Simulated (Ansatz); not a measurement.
**LuP (Fm-3m): elasticity against pressure**

```
Lu P
1.0
     0.00000    2.72368    2.72368
     2.72368    0.00000    2.72368
     2.72368    2.72368    0.00000
Lu P
1 1
Direct
  0.00000 0.00000 0.00000
  0.50000 0.50000 0.50000
```

This is the zero-pressure cell. At each pressure cell and atoms are relaxed in this structure, and the constants are slopes of the stress at strains of ±0.005 with relaxed ions (the coefficients that govern stability under load). Level: PBEsol, PAW on Ansatz 0.2.0's default frozen-core files (fitted under PBE), scalar-relativistic; k mesh 16×16×16, strains of ±0.005, Fermi-Dirac smearing of 0.050 eV, cutoff 420 eV. P is the pressure of the relaxed cell, less that of this one.

| P (GPa) | V/V₀ | C11 (GPa) | C12 (GPa) | C44 (GPa) |
| --- | --- | --- | --- | --- |
| 0.00 | 1.0000 | 236.6 | 23.3 | 50.5 |
| 1.01 | 0.9896 | 246.5 | 23.9 | 50.4 |
| 2.02 | 0.9796 | 256.4 | 24.5 | 50.4 |
| 4.00 | ? | ? | ? | ? |
| 7.01 | 0.9363 | 303.5 | 27.1 | 50.2 |
| 10.00 | 0.9140 | 331.1 | 28.6 | 50.2 |
| 14.99 | 0.8815 | 376.4 | 31.5 | 50.0 |

Question: Does the bulk modulus from the constants agree with the pressure-volume curve?

Answer: A third-order Birch-Murnaghan fit to the volumes shown (F against f, f = [(V₀/V)^(2/3) − 1]/2) gives B₀ = 94.4 GPa and B′ = 3.7. Its −V dP/dV stands beside (C11 + 2C12)/3:

| P (GPa) | from P(V) | from the constants |
| --- | --- | --- |
| 0.00 | 94.4 | 94.4 |
| 1.01 | 98.1 | 98.1 |
| 2.02 | 101.7 | 101.8 |
| 7.01 | 119.2 | 119.2 |
| 10.00 | 129.5 | 129.4 |
| 14.99 | 146.0 | 146.4 |

Question: What are the pressure derivatives at zero pressure?

Answer: Slopes at V₀ of quadratic fits in −ln(V/V₀) through the first four rows shown, divided by B₀: dC11/dP = 9.9, dC12/dP = 0.6, dC44/dP = -0.1. The mean slopes up to 2.0 GPa are 9.8, 0.6, -0.1; curvature and scatter of the constants part the two. The combination (dC11/dP + 2 dC12/dP)/3 = 3.7 stands against B′.

Question: Fill the row at 4.00 GPa.

Answer: Cubic fits in −ln(V/V₀) through all rows shown give C11 = 275.4, C12 = 25.5, C44 = 50.3 GPa. Computed: V/V₀ = 0.9613, C11 (GPa) = 275.4, C12 (GPa) = 25.5, C44 (GPa) = 50.3.

Question: Does a shear stiffness soften?

Answer: C44 goes from 50.5 to 50.0 GPa; (C11 − C12)/2 goes from 106.6 to 172.4 GPa. Neither ends more than 3 % under its start, and the lattice stays mechanically stable over this range.

Known limits: the structure is a database entry and needn't be the stable phase; no other phase was computed; many crystals of this kind change structure within this range, and rows or crossings beyond such a change describe a metastable lattice; frozen-core PAW files fitted under PBE, their cores solved anew for the functional of the run; responses of metals move with mesh and smearing; phonons weren't checked at these pressures.
